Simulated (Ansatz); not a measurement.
# La (dhcp)

Computed with Ansatz (plane waves, PAW, 420 eV cutoff): LDA, scalar-relativistic, no spin polarisation, Γ-centred 14×14×4 mesh, 0.05 eV Gaussian smearing. The datasets are Ansatz's generated set soft_2.

Space group P6_3/mmc (No. 194). a = 3.589 Å, b = 3.589 Å, c = 11.541 Å, α = 90.00°, β = 90.00°, γ = 120.00°
```csv
atom,site,symmetry,x,y,z
La,2a,-3m.,0.0000,0.0000,0.0000
La,2c,-6m2,0.3333,0.6667,0.2500
```

Problem. Which orbitals carry the states at the Fermi level, and how many states are there?

Solution. Within 0.1 eV of it: La 5d 76 %, La 4f 15 % (shares among the projected shells). The Fermi level sits on a steep edge: the density of states is 3.6, 5.7 and 8.1 states/eV per cell at −0.1, 0 and +0.1 eV.

Density of states (tetrahedra, averaged over 0.4 eV; states/eV per cell of 4 atoms; energy in eV from the Fermi level; projections on Löwdin-orthogonalised atomic orbitals, summed over sites):

```csv
E,total,La 5d,La 6s,La 4f,La 5p,La 5s
-3.25,0.0,0.0,0.0,0.0,0.0,0.0
-2.85,0.1,0.0,0.1,0.0,0.0,0.0
-2.45,0.3,0.0,0.2,0.0,0.0,0.0
-2.05,2.0,1.4,0.5,0.0,0.0,0.1
-1.65,5.4,3.9,1.0,0.1,0.1,0.2
-1.25,7.4,5.7,1.0,0.3,0.2,0.2
-0.85,6.7,5.4,0.6,0.4,0.2,0.1
-0.45,5.3,4.2,0.3,0.5,0.2,0.0
-0.05,5.4,4.1,0.3,0.8,0.2,0.0
0.35,6.7,4.5,0.4,1.5,0.2,0.0
0.75,6.6,3.9,0.4,2.1,0.2,0.0
```

Scalar-relativistic only: spin–orbit splittings of the heavy atoms' levels are missing.
